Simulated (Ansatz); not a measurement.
Zone-centre modes in AlNi

Computed with Ansatz, DFT PBEsol, scalar-relativistic, plane waves, PAW. Settings: plane waves to 420 eV, k-mesh 18×18×18 (Γ-centred), Gaussian smearing 0.15 eV. No spin polarisation. A magnetic state may lie lower.

The starting cell (relaxed at this level; it needn't be the usual structure):

```
Al Ni
1.0
    -2.86217    0.00000   -2.86217
     0.00000   -2.86217   -2.86217
    -2.86217   -2.86217    0.00000
Al Ni
2 2
Direct
  0.50000 0.50000 0.50000
  0.00000 0.00000 0.00000
  0.25000 0.25000 0.25000
  0.75000 0.75000 0.75000
```

Harmonic modes by finite displacements of 0.02 Å, without the LO–TO term. The cell doubles the primitive one, so its zone centre also holds the primitive cell's point q = (1/2, 1/2, 1/2).

At this geometry, is the structure stable against these modes?

Yes: no mode is imaginary beyond 10 cm⁻¹, and only the three translations lie near zero.

List the wavenumbers in cm⁻¹.

0, 0, 0, 170, 170, 170, 302, 302, 302, 343, 343, 343.

Cost: 1 run of about 1.8 core-minutes, on Arm Neoverse V2 (shared hosts).